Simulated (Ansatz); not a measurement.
# VBiO4 (scheelite type, space group I4_1/a): energy against volume

VBiO4 (scheelite type, space group I4_1/a)

```yaml
crystal:
  lattice:
    - [-2.58302, 2.58302, 5.88974]
    - [2.58302, -2.58302, 5.88974]
    - [2.58302, 2.58302, -5.88974]
  atoms:
    - { symbol: Bi, position: [0.75000, 0.25000, 0.50000] }
    - { symbol: Bi, position: [0.00000, 0.00000, 0.00000] }
    - { symbol: V, position: [0.25000, 0.75000, 0.50000] }
    - { symbol: V, position: [0.50000, 0.50000, 0.00000] }
    - { symbol: O, position: [0.07895, 0.96647, 0.38925] }
    - { symbol: O, position: [0.57722, 0.68970, 0.61075] }
    - { symbol: O, position: [0.71647, 0.82722, 0.38752] }
    - { symbol: O, position: [0.43970, 0.32895, 0.61248] }
    - { symbol: O, position: [0.67105, 0.28353, 0.11075] }
    - { symbol: O, position: [0.17278, 0.56030, 0.88925] }
    - { symbol: O, position: [0.03353, 0.42278, 0.11248] }
    - { symbol: O, position: [0.31030, 0.92105, 0.88752] }
```

Equation-of-state scan: isotropic scaling of the cell above, V₀ being its volume. The atoms relax within the cell's symmetry.

These are PBE (plane waves to 420 eV, PAW, scalar-relativistic; Ansatz, a first-principles code) values and carry that method's errors. k mesh 7×7×7 (Γ-centred), Fermi-Dirac smearing 0.05 eV. E stands for the smeared free energy. Stress and pressure are positive under compression. With the shape held, the modulus is that of even scaling; a crystal free to change shape is softer. Spin-orbit coupling is left out, though Bi is heavy. The PAW data are Ansatz's earlier set. This is one of several known forms of VBiO4; the measured ambient cells at hand have space group No. 15 or 60. VBiO4 is run without spin polarisation. VBiO4 was relaxed with its symmetry unable to fall. ΔE is measured from the relaxed starting cell.

| V/V₀ | ΔE (eV/atom) | P (GPa) |
|---|---|---|
| 0.900 | 0.0621 | 16.7 |
| 0.917 | 0.0417 | 13.2 |
| 0.933 | 0.0258 | 10.1 |
| 0.950 | 0.0141 | 7.2 |
| 0.967 | 0.0061 | 4.6 |
| 0.983 | 0.0015 | 2.2 |
| 1.000 | 0.0000 | 0.0 |
| 1.017 | 0.0014 | -2.0 |
| 1.033 | 0.0053 | -3.8 |
| 1.050 | 0.0116 | -5.4 |
| 1.067 | 0.0200 | -6.9 |
| 1.083 | 0.0303 | -8.2 |
| 1.100 | 0.0424 | -9.4 |

Summary:

The pressure at the smallest volume comes out as 16.7 GPa and the energy cost of the largest compression comes out as 62.1 meV/atom. The energy cost of the largest expansion comes out as 42.4 meV/atom and the bulk modulus at fixed cell shape B₀ (third-order Birch-Murnaghan fit) is 124 GPa. The pressure derivative B₀′ (fit) comes out as 4.7. The equilibrium volume of the fit is 13.10 Å³/atom and the pressure for 5 % compression (fit) is 7.2 GPa.

(Under strain, the slope of the energy per volume gives the stress and its curvature an elastic modulus.)
